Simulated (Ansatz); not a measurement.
## GaN: what each run costs

Cell: 4 atoms, space group P6_3mc, a = 3.180 Å, b = 3.180 Å, c = 5.166 Å, α = 90.00°, β = 90.00°, γ = 120.00°.

All runs are DFT with Ansatz 0.2.0 on 1 thread of Arm Neoverse N1 (aarch64; 8 cores open to the job, memory cap 3.0 GiB, no GPU), a shared host.

Q: Rank the runs by wall time, shortest first.
A. dielectric tensor by linear response, PBE, 420 eV, 10×10×6 k-points, fixed occupations
B. relaxation of the ions, PBE, 420 eV, 10×10×6 k-points, smearing 0.02 eV
C. core holes on 2 sites, PBE, 420 eV, 4×4×2 k-points, fixed occupations, 32 atoms

A: B (25 s, 0.4 GiB), A (2.9 min, 0.81 GiB), C (10 min, 1.3 GiB).
